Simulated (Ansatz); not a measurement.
ReS$_{2}$:
```yaml
crystal:
  lattice:
    - [-2.25548, 2.25548, 6.11645]
    - [2.25548, -2.25548, 6.11645]
    - [2.25548, 2.25548, -6.11645]
  atoms:
    - { symbol: Re, position: [0.50000, 0.50000, 0.00000] }
    - { symbol: Re, position: [0.25000, 0.75000, 0.50000] }
    - { symbol: S, position: [0.30497, 0.30497, 0.00000] }
    - { symbol: S, position: [0.05497, 0.55497, 0.50000] }
    - { symbol: S, position: [0.44503, 0.94503, 0.50000] }
    - { symbol: S, position: [0.69503, 0.69503, 0.00000] }
```

Relaxed with PBE. Special points in fractions of this cell's reciprocal vectors: Γ (0.000, 0.000, 0.000); X (0.000, 0.000, 0.500); P (0.250, 0.250, 0.250); N (0.000, 0.500, 0.000); M (0.500, 0.500, -0.500); S (0.284, 0.716, -0.284); S0 (-0.284, 0.284, 0.284); R (-0.068, 0.068, 0.500); G (0.500, 0.500, -0.068).

List the band energies nearest the Fermi level at these points for plane-wave PAW PBE (Ansatz code).

In eV from the Fermi level; about four levels below and three above (degenerate sets whole), none deeper than 8.9 eV; points with the same levels are listed once.

```csv
k,below,above
Γ,-1.92 -1.57 -1.57 -1.32,0.72 0.72 1.63
X,-1.86 -1.86 -1.34 -1.34,0.28 0.28 1.67 1.67
P,-0.59 -0.59 -0.04 -0.04,1.67 1.67 3.79 3.79 3.80 3.80
N,-0.79 -0.49 -0.19 -0.15,1.54 1.81 1.99
M,-1.63 -1.63 -1.23 -1.23,0.36 0.36 1.36 1.36
S,-0.66 -0.59 -0.18 -0.13,1.40 1.87 1.96
R,-1.90 -1.90 -1.28 -1.28,0.23 0.23 1.56 1.56
```

Space group I4_1/amd (anatase). The cell is a constructed one: a structure type filled with these elements; neither database checked (COD, Materials Project) lists it. Its standing as an ambient phase is unchecked. The PBE relaxation kept the symmetry of its start; whether a distortion lowers the energy is not shown. The run is not spin-polarised. Spin–orbit coupling is left out wherever it is not named.

Potentials: the later of the program's two PAW sets.
